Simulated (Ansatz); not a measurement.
NaCl (rock salt, Fm-3m), a = 5.4642 Å, b = 5.4642 Å, c = 5.4642 Å, α = 90.00°, β = 90.00°, γ = 90.00°; the cell used has 2 atoms.

Relaxed with LDA.

Decompose the optical modes at the zone centre into irreducible representations, and say which are infrared and Raman allowed.

Point group m-3m: Γ_opt = T1u. Infrared: T1u. Raman: none.

Assign frequencies (DFPT, LDA (plane waves, PAW; program Ansatz); without the LO–TO term).

T1u 188 cm⁻¹.

The LDA relaxation kept the symmetry of its start; phonons on a q-mesh show no instability.

Potentials: the later of the program's two PAW sets.
